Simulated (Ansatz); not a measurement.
Si2W:
```
CELL_PARAMETERS angstrom
     -1.60128     1.60128     3.90793
      1.60128    -1.60128     3.90793
      1.60128     1.60128    -3.90793
ATOMIC_POSITIONS crystal
  W  0.00000 0.00000 0.00000
  Si 0.33452 0.33452 0.00000
  Si 0.66548 0.66548 0.00000
```

Relaxed with PBEsol. Special points in fractions of this cell's reciprocal vectors: Γ (0.000, 0.000, 0.000); X (0.000, 0.000, 0.500); P (0.250, 0.250, 0.250); N (0.000, 0.500, 0.000); M (0.500, 0.500, -0.500); S (0.292, 0.708, -0.292); S0 (-0.292, 0.292, 0.292); R (-0.084, 0.084, 0.500); G (0.500, 0.500, -0.084).

Problem. List the band energies nearest the Fermi level at these points for PBEsol with spin–orbit coupling (plane waves, PAW; program Ansatz).

Solution. In eV from the Fermi level; about four levels below and three above (degenerate sets whole), none deeper than 8.9 eV; points with the same levels are listed once.

```csv
k,below,above
Γ,-3.00 -3.00 -2.84 -2.84,0.58 0.58 2.44 2.44
X,-3.38 -3.38 -1.86 -1.86,2.73 2.73 2.87 2.87
P,-2.62 -2.62 -2.35 -2.35,0.03 0.03 2.88 2.88
N,-2.83 -2.83 -0.50 -0.50,2.65 2.65 2.74 2.74
M,-0.68 -0.68 -0.47 -0.47,0.79 0.79 4.44 4.44
S,-2.58 -2.58 -0.38 -0.38,1.71 1.71 2.46 2.46
R,-3.24 -3.24 -2.40 -2.40,1.84 1.84 2.13 2.13
```

Space group I4/mmm (MoSi2 or CaC2 type). Symmetry was held in the PBEsol relaxation. No spin polarisation was allowed.

Potentials: the later of the program's two PAW sets.
